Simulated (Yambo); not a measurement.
Yambo input for LiBr (rock salt, space group Fm-3m, No. 225) under isotropic strain of +1 % on all lattice vectors (a = b = c = 3.8635 Å, α = β = γ = 60.00°), on PBEsol (pw.x of Quantum ESPRESSO, ONCV potentials, no spin-orbit coupling) wavefunctions on a 16×16×16 mesh:

```
optics
chi
dipoles
kernel
FFTGvecs= 40 Ry
Chimod= "HARTREE"
NGsBlkXd= 4 Ry
% QpntsRXd
 1 | 1 |
%
% BndsRnXd
 2 | 27 |
%
GrFnTpXd= "R"
% EnRngeXd
 0.0 | 20.0 | eV
%
% DmRngeXd
 0.2 | 0.2 | eV
%
CGrdSpXd= 50
ETStpsXd= 161
% LongDrXd
 1.0 | 0.0 | 0.0 |
%
```

First lines of the file o-*.eps_q1_inv_rpa_dyson:

```
Absorption @ Q(1):   1.00000000     0.00000000     0.00000000    [q->0 direction]
#
# [ X ] Hartree size     :   51
# [GEN] GF Energies     : Perdew, Burke & Ernzerhof SOL(X)+Perdew, Burke & Ernzerhof SOL(C)
# [GEN] Green`s Function     : Retarded
#
# [GEN] Gauge     : Length
# [GEN] [r,Vnl] included     : yes
#
#    E[1] [eV]     Im(eps)     Re(eps)     Im(eps_o)     Re(eps_o)
#
     0.000000     0.108223E-8     3.249838     0.14081E-18     3.856871
     0.125000     0.001648     3.250351     0.002191     3.857553
     0.250000     0.003302     3.251893     0.004390     3.859603
     0.375000     0.004968     3.254469     0.006605     3.863028
     0.500000     0.006651     3.258088     0.008843     3.867840
     0.625000     0.008359     3.262762     0.011112     3.874055
     0.750000     0.010097     3.268510     0.013422     3.881695
     0.875000     0.011872     3.275351     0.015780     3.890790
     1.000000     0.013692     3.283312     0.018197     3.901370
     1.125000     0.015564     3.292422     0.020682     3.913477
     1.250000     0.017497     3.302715     0.023247     3.927155
     1.375000     0.019499     3.314233     0.025902     3.942457
     1.500000     0.021581     3.327021     0.028662     3.959443
     1.625000     0.023754     3.341132     0.031540     3.978182
     1.750000     0.026029     3.356625     0.034552     3.998752
     1.875000     0.028421     3.373568     0.037715     4.021241
     2.000000     0.030944     3.392037     0.041050     4.045748
     2.125000     0.033617     3.412120     0.044578     4.072386
     2.250000     0.036459     3.433912     0.048325     4.101281
     2.375000     0.039493     3.457527     0.052321     4.132578
     2.500000     0.042746     3.483090     0.056599     4.166439
     2.625000     0.046249     3.510744     0.061199     4.203049
     2.750000     0.050039     3.540653     0.066167     4.242619
     2.875000     0.054160     3.573007     0.071558     4.285392
     3.000000     0.058664     3.608022     0.077437     4.331644
     3.125000     0.063614     3.645949     0.083883     4.381696
     3.250000     0.069089     3.687083     0.090994     4.435921
     3.375000     0.075186     3.731768     0.098890     4.494757
     3.500000     0.082029     3.780415     0.107720     4.558719
     3.625000     0.089776     3.833514     0.117679     4.628422
     3.750000     0.098636     3.891658     0.129019     4.704608
     3.875000     0.108892     3.955579     0.142079     4.788182
     4.000000     0.120939     4.026185     0.157329     4.880268
```
(The file goes on to the top of the energy range.) Convergence of the RPA response with its 16×16×16 mesh was not tested.

Geometry strained from the cell relaxed with PBEsol, atoms relaxed again.
